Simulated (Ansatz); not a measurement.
Perturbing Na3WClO4

Base: a measured structure from the Crystallography Open Database (COD), its atoms then relaxed with PBE in this cell.

```xyz
18
Lattice="7.5181 0.0000 0.0000 0.0000 7.5181 0.0000 0.0000 0.0000 5.3600" Properties=species:S:1:pos:R:3 pbc="T T T"
Na    3.7590    0.0000    1.9209
Na    0.0000    3.7590    3.4391
Na    5.6386    1.8795    0.0000
Na    1.8795    1.8795    0.0000
Na    1.8795    5.6386    0.0000
Na    5.6386    5.6386    0.0000
W     0.0000    0.0000    2.6800
W     3.7590    3.7590    2.6800
Cl    3.7590    0.0000    4.5130
Cl    0.0000    3.7590    0.8470
O     6.0848    0.0000    1.6017
O     3.7590    2.3258    1.6017
O     1.4333    0.0000    1.6017
O     3.7590    5.1923    1.6017
O     2.3258    3.7590    3.7583
O     0.0000    1.4333    3.7583
O     5.1923    3.7590    3.7583
O     0.0000    6.0848    3.7583
```

Atom numbers follow the list; atoms alike are taken as one site, whose name carries the number of the first.

All values are calculated (Ansatz; DFT, PBE, plane waves and PAW, scalar-relativistic, 420 eV cutoff, Γ-centred 3×3×4 k-points, Fermi–Dirac smearing 0.02 eV), not measured.

Gradients in 10²¹ V/m²:

```tsv
site	atoms	V_zz base	η base	V_zz variant	η variant
Na1	1, 2	0.54	0.00	0.74	0.00
Na3	3, 4, 5, 6	-0.55	0.58	-0.54	0.17
W	7, 8	-10.96	0.00	-11.35	0.00
Cl	9, 10	-1.75	0.00	-1.60	0.00
O	11, 12, 13, 14, 15, …	1.43	0.81	1.46	0.77
```

Question: Which change was made?
A. atom 18 (O) moved by 0.05 Å along (0.000, 0.000, 0.050) Å
B. z stretched by 2 %, ions relaxed
C. xy engineering shear strain of +3 %, ions relaxed
D. volume scaled by 0.97, ions relaxed

Answer: B. The largest change of V_zz is on W, from -10.96 to -11.35. In per cent, |V_zz| changes by -2 to +37 on Na, +3 on W, -9 on Cl, +2 on O (all sites that start above 0.5). Where |V_zz| stays above 0.1, η moves most on Na3, from 0.58 to 0.17.

Without spin–orbit coupling the gradients at and beside W can be off by some per cent, at some sites by more.
